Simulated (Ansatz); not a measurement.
CuAu (L1₀ or tetragonal B2, space group No. 123), a = b = 2.8348 Å, c = 3.5365 Å, α = β = γ = 90.00°.

Relaxed with PBEsol.

### Question
Decompose the optical modes at the zone centre into irreducible representations, and say which are infrared and Raman allowed.

### Answer
Point group 4/mmm: Γ_opt = A2u + Eu. Infrared: A2u, Eu. Raman: none.

### Question
Assign frequencies (DFPT, DFT-PBEsol in the program Ansatz with PAW potentials).

### Answer
Eu 155, A2u 204 cm⁻¹.

Space group P4/mmm (L1₀ or tetragonal B2). The PBEsol relaxation kept the symmetry of its start; of distortions, only those at the zone centre were tested. No spin polarisation was allowed. As this level gives no gap, phonon frequencies hold no LO–TO term and depend on the k-mesh and smearing (Fermi–Dirac, 0.1 eV here). Axis ratios of metals converge slowly with the k-mesh, so a and c are less sure than the volume. Spin–orbit coupling is left out wherever it is not named.

Potentials: the earlier of the program's two PAW sets.
